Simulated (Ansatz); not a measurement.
LaSiRu:
```yaml
crystal:
  lattice:
    - [4.24506, 0.00000, 0.00000]
    - [0.00000, 4.24506, 0.00000]
    - [0.00000, 0.00000, 7.20403]
  atoms:
    - { symbol: Si, position: [0.50000, 0.00000, 0.16244] }
    - { symbol: Si, position: [0.00000, 0.50000, 0.83756] }
    - { symbol: La, position: [0.50000, 0.00000, 0.68710] }
    - { symbol: La, position: [0.00000, 0.50000, 0.31290] }
    - { symbol: Ru, position: [0.00000, 0.00000, 0.00000] }
    - { symbol: Ru, position: [0.50000, 0.50000, 0.00000] }
```

Relaxed with r²SCAN.

**Question.** Give the Bader charges and basin volumes of the independent atoms, r²SCAN in the plane-wave PAW code Ansatz.

**Answer.** 

```json
[
 {"atom": "Si1", "Bader charge (e)": "-0.28", "Bader volume (Å³)": "20.1"},
 {"atom": "La3", "Bader charge (e)": "+1.26", "Bader volume (Å³)": "26.1"},
 {"atom": "Ru5", "Bader charge (e)": "-0.98", "Bader volume (Å³)": "18.6"}
]
```

Space group P4/nmm. The workflow started from an entry of the Crystallography Open Database (COD). Whether it is the stable phase at ambient conditions was not checked. Symmetry was held in the r²SCAN relaxation; its stability against distortions is not shown here. The run is not spin-polarised. Scalar-relativistic: spin–orbit coupling is off unless named, which matters more the heavier the elements.

Potentials: the later of the program's two PAW sets.
